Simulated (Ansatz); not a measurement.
KRb2RhF6 squeezed and stretched

A database entry relaxed whole under r2SCAN (Fm-3m):

```yaml
crystal:
  lattice:
    - [0.00000, 4.45219, 4.45219]
    - [4.45219, 0.00000, 4.45219]
    - [4.45219, 4.45219, 0.00000]
  atoms:
    - { symbol: K, position: [0.50000, 0.50000, 0.50000] }
    - { symbol: Rb, position: [0.25000, 0.25000, 0.25000] }
    - { symbol: Rb, position: [0.75000, 0.75000, 0.75000] }
    - { symbol: Rh, position: [0.00000, 0.00000, 0.00000] }
    - { symbol: F, position: [0.77761, 0.22239, 0.22239] }
    - { symbol: F, position: [0.22239, 0.77761, 0.22239] }
    - { symbol: F, position: [0.22239, 0.77761, 0.77761] }
    - { symbol: F, position: [0.77761, 0.22239, 0.77761] }
    - { symbol: F, position: [0.22239, 0.22239, 0.77761] }
    - { symbol: F, position: [0.77761, 0.77761, 0.22239] }
```

The cell was scaled uniformly, its shape held, and the atoms relaxed at each volume with plane-wave PAW DFT (Ansatz 0.2.0; r2SCAN, 500 eV, 6×6×6 Γ-centred mesh, fermi-dirac occupations of width 0.020 eV; no spin, no spin-orbit coupling). One row is withheld.

| volume (Å³/atom) | energy over the lowest (meV/atom) | pressure (GPa) | gap over mesh and path (eV) |
| --- | --- | --- | --- |
| 16.591 | 9.6 | 3.13 | 2.930 |
| 16.944 | ? | ? | ? |
| 17.297 | 0.9 | 0.90 | 2.851 |
| 17.650 | 0.0 | -0.02 | 2.815 |
| 18.003 | 0.9 | -0.81 | 2.784 |
| 18.356 | 3.5 | -1.50 | 2.754 |
| 18.709 | 7.5 | -2.11 | 2.727 |

**Question.** Fit the pressures of the other rows to the third-order Birch-Murnaghan form.

**Answer.** With f = [(V₀/V)^(2/3) − 1]/2 and P = 3B₀f(1 + 2f)^(5/2)[1 + 3(B₀′ − 4)f/2], least squares gives V₀ = 17.64 Å³ an atom, B₀ = 42.6 GPa and B₀′ = 5.8; the rows miss the fit by less than 0.01 GPa. The slope of the energies differs from these pressures by less than 0.05 GPa.

**Question.** How does the gap move with volume?

**Answer.** A parabola in ln(V/V₀) through the other rows has the slope dE_g/d ln V = -1.7 eV at V₀, so by B₀ the gap moves by +39 meV a GPa: it widens under pressure.

**Question.** What does the withheld row hold?

**Answer.** The fit gives 1.94 GPa at 16.944 Å³; the run gave 1.94 GPa and 4.1 meV an atom. Its gap is 2.888 eV, against 2.888 eV from the parabola.

Caveats: the shape of the cell was held; 0 K, fixed nuclei; the symmetry was kept, and this need not be the phase that is stable at 0 K; one mesh for all volumes; r2SCAN gaps lie as a rule under measured ones; the slope of the gap can be off by tens of per cent, more where shallow d levels or spin-orbit coupling act on the edges; pressure is positive in compression.
